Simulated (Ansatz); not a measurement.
YPb₂ (space group Cmcm)

```xyz
6
Lattice="2.2635 -8.4133 0.0000 2.2635 8.4133 0.0000 0.0000 0.0000 4.4927" Properties=species:S:1:pos:R:3 pbc="T T T"
Y      2.2635     6.7810     3.3695
Y      2.2635    -6.7810     1.1232
Pb     2.2635    -1.1123     1.1232
Pb     2.2635     1.1123     3.3695
Pb     2.2635     4.1828     1.1232
Pb     2.2635    -4.1828     3.3695
```

Equation-of-state scan: isotropic scaling of the cell above, V₀ being its volume. The atoms relax within the cell's symmetry.

These are r2SCAN (plane waves to 500 eV, PAW, scalar-relativistic; Ansatz, a program for electronic structure) values and carry that method's errors. k mesh 11×11×10 (Γ-centred), Fermi-Dirac smearing 0.05 eV. Energies are smeared free energies. Compression counts positive. With the shape held, the modulus is that of even scaling; a crystal free to change shape is softer. Spin-orbit coupling is left out, though Pb is heavy. YPb2 is run without spin polarisation. YPb2 was relaxed with its symmetry unable to fall. ΔE is measured from the relaxed starting cell. The last digit holds for this mesh only.

```json
[
 {"V (Å³/atom)": "26.808", "ΔE (meV/atom)": "20.4"},
 {"V (Å³/atom)": "27.093", "ΔE (meV/atom)": "13.9"},
 {"V (Å³/atom)": "27.378", "ΔE (meV/atom)": "withheld"},
 {"V (Å³/atom)": "27.663", "ΔE (meV/atom)": "4.8"},
 {"V (Å³/atom)": "27.948", "ΔE (meV/atom)": "2.1"},
 {"V (Å³/atom)": "28.233", "ΔE (meV/atom)": "0.5"},
 {"V (Å³/atom)": "28.519", "ΔE (meV/atom)": "0.0"},
 {"V (Å³/atom)": "28.804", "ΔE (meV/atom)": "0.5"},
 {"V (Å³/atom)": "29.089", "ΔE (meV/atom)": "2.0"},
 {"V (Å³/atom)": "29.374", "ΔE (meV/atom)": "4.3"},
 {"V (Å³/atom)": "29.659", "ΔE (meV/atom)": "7.5"},
 {"V (Å³/atom)": "29.945", "ΔE (meV/atom)": "11.6"},
 {"V (Å³/atom)": "30.230", "ΔE (meV/atom)": "16.4"}
]
```

Problem. Fit a third-order Birch-Murnaghan form (E₀, V₀, B₀, B₀′ free) to the given rows and predict ΔE at V = 27.378.

Solution. Least squares on the 12 given rows: ΔE = E₀ + (9V₀B₀/16)·y²·[2 + (B₀′ − 4)y], y = (V₀/V)^(2/3) − 1, with V₀ = 28.518 Å³/atom, B₀ = 56.91 GPa (160.2 GPa = 1 eV/Å³; the term in eV is multiplied by 1000), B₀′ = 4.52, E₀ = 0.00 meV/atom; root-mean-square residual 0.02 meV/atom. At 27.378 the fit gives 8.7 meV/atom; the calculation gives 8.7 meV/atom, the same to the digits shown. For the pressure the fit gives 2.5 GPa against the computed 2.5 GPa.

(A scan under strain: stresses follow from slopes of the energy per volume, elastic moduli from its curvatures.)
